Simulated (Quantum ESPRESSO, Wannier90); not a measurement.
## Wannier functions of HfPbO3 (cubic perovskite)

```xyz
5
Lattice="4.1555 0.0000 0.0000 0.0000 4.1555 0.0000 0.0000 0.0000 4.1555" Properties=species:S:1:pos:R:3 pbc="T T T"
Hf     2.0777     2.0777     2.0777
Pb     0.0000     0.0000     0.0000
O      0.0000     2.0777     2.0777
O      2.0777     0.0000     2.0777
O      2.0777     2.0777     0.0000
```

Structure: Materials Project mp-22535, symmetrised, not relaxed again. Not found in the COD (Crystallography Open Database) copy used, which has the formula in other groups; not checked further. Level: PBEsol, no spin polarisation, no spin-orbit coupling; pw.x of Quantum ESPRESSO at 68 Ry with PseudoDojo potentials, 6×6×6 k-points, Wannier90. Density: 8×8×8 mesh, cold smearing 0.01 Ry. Spin-orbit coupling is left out although heavy elements are present.

A tight-binding model is made by disentanglement and projection with no localisation steps (num_iter = 0), so the 18 orbitals stay atom-like: hydrogen-like Hf: d; Pb: s;p; O: p, axes along x, y, z; frozen window up to 3.83 eV relative to the valence-band maximum. It follows pw.x to 2.6 meV rms for states up to 3.3 eV relative to the valence-band maximum. Matrix elements depend on this choice of orbitals and windows.

**Question.** What are the on-site energies relative to the valence-band maximum, and how fast do the hoppings decay?

**Answer.** 
```csv
atom,orbitals,energy (eV)
Hf1,dz2 dx2-y2,8.88
Hf1,dxz dyz dxy,5.35
Pb2,s,-5.38
Pb2,pz px py,4.29
O3,pz py,-1.10
O3,px,-1.19
O4,pz px,-1.10
O4,py,-1.19
O5,pz,-1.19
O5,px py,-1.10
```

| distance of the centres (Å) | largest modulus (eV) |
|---|---|
| 2–3 | 2.9 |
| 3–4 | 0.20 |
| 4–5 | 0.42 |
| 5–6 | 0.12 |
| 6–7 | 0.029 |
| 7–8 | 0.011 |
| 8–9 | 0.012 |
| 9–10 | 0.0098 |
| 10–11 | 0.0040 |
| 11–12 | 0.0039 |
